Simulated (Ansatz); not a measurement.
### Question
Name crystals whose computed values (DFT-r²SCAN in the program Ansatz with PAW potentials) fall in these windows: HSE06 gap (eV) 3.6 to 4.9; electron conductivity mass (mₑ) 0.27 to 0.35; B₀ by P(V) fit (GPa) 130 to 180.

### Answer


```json
[
 {"crystal": "MgO, CsCl type", "HSE06 gap (eV)": "4.17", "electron conductivity mass (mₑ)": "0.31", "B₀ by P(V) fit (GPa)": "158"},
 {"crystal": "AlN, Pm-3n (Al on 6d, N on 6c)", "HSE06 gap (eV)": "3.95", "electron conductivity mass (mₑ)": "0.33", "B₀ by P(V) fit (GPa)": "170"}
]
```
Others may fit too.

Typed or built starts, not in the databases checked: AlN, Pm-3n (Al on 6d, N on 6c). Not the usual ambient phase: MgO, CsCl type; AlN, Pm-3n (Al on 6d, N on 6c). Unstable at this level: MgO, CsCl type. All cells were relaxed under the symmetry of their starts (and spin orders); stability against distortions was not tested throughout.

Potentials: the earlier of the program's two PAW sets.
